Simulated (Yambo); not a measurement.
Material: CdBr2 (space group R-3m, No. 166); a = b = c = 6.7136 Å, α = β = γ = 34.64° (3 atoms in the cell). Cell and atoms were relaxed with PBE+D3(BJ) from Materials Project entry mp-568690, within its symmetry.

With PBEsol (pw.x of Quantum ESPRESSO, ONCV potentials, without SOC), the gap between the mesh's edge points (F → Γ) is 2.665 eV.

### Question
By how much does one-shot G0W0 (Yambo; 4×4×4 Γ-centred k mesh, bands 5 to 130 and a 7 Ry block in the screening, 130 bands in G with the Bruneval-Gonze terminator, plasmon pole fitted at 27.2 eV) open this gap, and what gap results?

### Answer
The correction is 1.731 eV, giving 4.396 eV, 1.6 times the PBEsol value.  Convergence of the G0W0 settings was not tested. Spin-orbit splittings are left out.
